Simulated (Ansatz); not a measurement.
Input and command of a plane-wave DFT calculation in Ansatz:

```yaml
crystal:
  lattice:
    - [1.488052925, -2.6400966782, 0.0]
    - [1.488052925, 2.6400966782, 0.0]
    - [0.0, 0.0, 4.72759579]
  atoms:
    - { symbol: Ge, position: [0.66655337, 0.33344663, 0.25] }
    - { symbol: Ge, position: [0.33344663, 0.66655337, 0.75] }
basis:
  ecutwfc: 420
kpoints:
  mp_grid: { grid: [18, 18, 10] }
hamiltonian:
  xc: pbesol
scf:
  occupations: { method: gaussian, width: 0.15 }
output:
  forces: true
  stress: true
  eigenvalues: true
```

```bash
ansatz run input.yaml --threads 1 --pin off --max-ram 2560MiB --backend cpu --events-out ev --progress --plain --runs-dir out
```

Processor: Intel(R) Xeon(R) Processor @ 2.70GHz, 1 thread, on a host shared with other jobs.

Estimate time, memory and problem size.

About 13 s on 1 thread of Intel(R) Xeon(R) Processor @ 2.70GHz, with other jobs on the host, peak memory 0.58 GiB. It solves 18 bands at 546 k points (the mesh reduced by symmetry) with about 727 plane waves, in 6 SCF iterations.
